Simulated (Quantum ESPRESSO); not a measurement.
# Ta2HfW3TiGa: different elements on one site, starting from this cell

Computed values, not a measurement. The program is pw.x of Quantum ESPRESSO 7.5 (plane-wave density functional theory). The cell is made up: eight metal atoms on a hexagonal close-packed lattice, with elements, volume, strain and displacements drawn at random and not relaxed, so it may be unstable or far from any real phase. PseudoDojo standard norm-conserving files set the functional (PBE unless stated); there is no spin polarisation or spin-orbit coupling, the Fermi-Dirac width of 0.25 eV means electrons at about 2900 K, and the masses in the input are unused placeholders. Heavy elements are run without spin-orbit coupling, which real alloys of them have. A spin test at this wide smearing found no moment, but such smearing suppresses magnetism that the real alloy may have.

The runs put different elements on site 5. Cell, positions, cutoff, mesh and smearing stay as in the input of run 1; sites are counted in its order. Stress in the tables is positive in tension.

Input of run 1:

```
&control calculation='scf', pseudo_dir='./dojo.nc.sr.pbe.v0_5.standard.upf', outdir='./o', disk_io='minimal', tprnfor=.true., tstress=.true. /
&system ibrav=0, nat=8, ntyp=5, nbnd=70, ecutwfc=84.00895049, nosym=.true., tot_charge=0,
 occupations='smearing', smearing='fd', degauss=0.0183746611
/
&electrons conv_thr=1.470e-08, electron_maxstep=70, mixing_beta=0.5 /
ATOMIC_SPECIES
Ga 1.0 Ga.upf
Hf 1.0 Hf.upf
Ta 1.0 Ta.upf
Ti 1.0 Ti.upf
W 1.0 W.upf
CELL_PARAMETERS angstrom
-2.9857 0.0151 0.0318
0.0533 0.0064 -4.8808
0.0523 -10.3212 0.0132
ATOMIC_POSITIONS angstrom
Ta -0.1328 0.0739 0.047
Hf -0.1334 -5.1601 0.1444
Ta 0.048 -3.5564 -2.3994
W -0.0196 -8.6997 -2.3031
Ti -1.7486 -2.6672 0.0517
Ga -1.4023 -7.8467 -0.0143
W -1.415 -0.8 -2.5102
W -1.5117 -6.043 -2.4661
K_POINTS automatic
8 5 3 1 1 1
```

| run | elements on sites 1 to 8 | -TS (eV) | pressure (GPa) | stress xx (GPa) | stress yy (GPa) | stress zz (GPa) | stress yz (GPa) | stress xz (GPa) | stress xy (GPa) | iterations |
| --- | --- | --- | --- | --- | --- | --- | --- | --- | --- | --- |
| 1 | Ta Hf Ta W Ti Ga W W | -1.977 | -8.00 | 9.32 | 9.51 | 5.17 | -0.33 | -0.21 | -2.00 | 19 |
| 2 | Ta Hf Ta W Ta Ga W W | -1.904 | -6.77 | 8.89 | 8.36 | 3.06 | -0.10 | -0.25 | -2.34 | 19 |
| 3 | Ta Hf Ta W Re Ga W W | -1.952 | -12.33 | 13.90 | 13.96 | 9.14 | 0.14 | -0.06 | -1.06 | 20 |
| 4 | Ta Hf Ta W Al Ga W W | -1.570 | -10.20 | 11.16 | 10.83 | 8.60 | -0.85 | -0.34 | -1.09 | 18 |
| 5 | Ta Hf Ta W Ga Ga W W | -1.563 | -10.54 | 11.24 | 11.51 | 8.88 | -0.76 | -0.25 | -0.75 | 18 |

Forces Fx Fy Fz (eV/Å):

| site | run 1 | run 2 | run 3 | run 4 | run 5 |
| --- | --- | --- | --- | --- | --- |
| 1 | -0.01 -0.48 -0.37 | 0.03 -0.53 -0.39 | 0.17 -1.42 -0.33 | 0.03 -0.96 -0.29 | 0.06 -1.04 -0.30 |
| 2 | -0.23 -1.59 -1.33 | -0.27 -1.76 -1.32 | -0.07 -0.83 -1.40 | -0.21 -1.40 -1.31 | -0.17 -1.27 -1.30 |
| 3 | -0.01 0.84 0.52 | 0.07 0.68 0.65 | 0.43 1.27 0.73 | 0.07 1.10 0.34 | 0.23 1.14 0.40 |
| 4 | 0.00 0.59 -0.69 | 0.03 0.59 -0.67 | -0.03 0.46 -0.69 | -0.06 0.47 -0.74 | -0.09 0.43 -0.74 |
| 5 | 0.25 1.59 -0.25 | 0.12 2.14 -0.46 | -0.06 1.63 -0.39 | 0.64 1.51 -0.07 | 0.47 1.30 -0.08 |
| 6 | -0.38 0.75 0.38 | -0.38 0.74 0.38 | -0.39 0.75 0.41 | -0.37 0.81 0.42 | -0.37 0.80 0.43 |
| 7 | 0.42 -0.72 0.72 | 0.45 -0.72 0.76 | 0.04 -0.71 0.56 | -0.05 -0.44 0.71 | -0.09 -0.32 0.67 |
| 8 | -0.04 -0.99 1.01 | -0.05 -1.15 1.05 | -0.10 -1.16 1.11 | -0.04 -1.09 0.93 | -0.03 -1.05 0.92 |

Energies are left out, as each element's file has its own zero. A rerun of one cell of this series at a higher cutoff and on a denser mesh moved values by no more than 0.002 eV in energy, 0.03 GPa in stress and 0.008 eV/Å in force, and a second program with other atomic files agreed on that cell to 2 % rms in force and 0.5 GPa in pressure.